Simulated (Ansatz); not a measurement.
# InRhC₄N₄: start and end of a relaxation

A trial structure of InRhC₄N₄ was built thus: two interpenetrating cyanide-bridged diamond nets (P-43m, No. 215). The dimensions are guesses.

POSCAR.start

```
In Rh C N
1.0
     5.98654    0.00000    0.00000
     0.00000    5.98654    0.00000
     0.00000    0.00000    5.98654
In Rh C N
1 1 4 4
Direct
  0.50000 0.50000 0.50000
  0.00000 0.00000 0.00000
  0.18488 0.18488 0.18488
  0.18488 0.81512 0.81512
  0.81512 0.18488 0.81512
  0.81512 0.81512 0.18488
  0.29771 0.29771 0.29771
  0.29771 0.70229 0.70229
  0.70229 0.29771 0.70229
  0.70229 0.70229 0.29771
```

These are results of Ansatz, DFT PBE, scalar-relativistic, plane waves, PAW, not measurements. Cutoff 420 eV, Gaussian smearing, Γ-centred meshes. Cell and atoms relax first on a coarse mesh and then on a finer one. In between, the cell is made exact in the group found at 0.06 Å. In metals the finer mesh still leaves noise of several meV/atom or more. The steps can't lower the symmetry of their start. Collinear spin, starting moments Rh 1.0 μB.

POSCAR.end

```
In Rh C N
1.0
     6.06084    0.00000    0.00000
     0.00000    6.06084    0.00000
     0.00000    0.00000    6.06084
In Rh C N
1 1 4 4
Direct
  0.50000 0.50000 0.50000
  0.00000 0.00000 0.00000
  0.18928 0.18928 0.18928
  0.18928 0.81072 0.81072
  0.81072 0.18928 0.81072
  0.81072 0.81072 0.18928
  0.30171 0.30171 0.30171
  0.30171 0.69829 0.69829
  0.69829 0.30171 0.69829
  0.69829 0.69829 0.30171
```

The symmetry stays P-43m (No. 215). The volume per atom grows by 3.8 %, from 21.5 to 22.3 Å³. The shortest distance goes from 1.17 Å (C–N) to 1.18 Å (C–N).

```json
{
  "Volume per atom": "22.26 Å³",
  "Density": "2.40 g/cm³",
  "Energy over the elements": "+0.53 eV/atom",
  "Gap on the 6×6×6 mesh of the 10-atom cell": "0 eV (a metal)",
  "Net moment per atom": "0.20 μB",
  "Moment by site": "Rh 0.8 μB"
}
```

The zero of energy is the elements' standard structures at the same level (N₂ as a molecule); no fitted shifts are applied. It can't be a ground state, since the elements alone are lower.

The last run used collinear spin and Gaussian smearing of 0.10 eV. The reference form of C is held partly by dispersion forces, which this level lacks. The magnetic state reached may not be the lowest. Symmetry constrained the relaxation, so the result can be a saddle point. In all, the 3 runs took 4.4 min on 1 thread of Intel(R) Xeon(R) Platinum 8175M CPU @ 2.50GHz (Skylake/Cascade Lake), on a shared host. Site moments count only spheres around the atoms; the net moment includes the space between them.
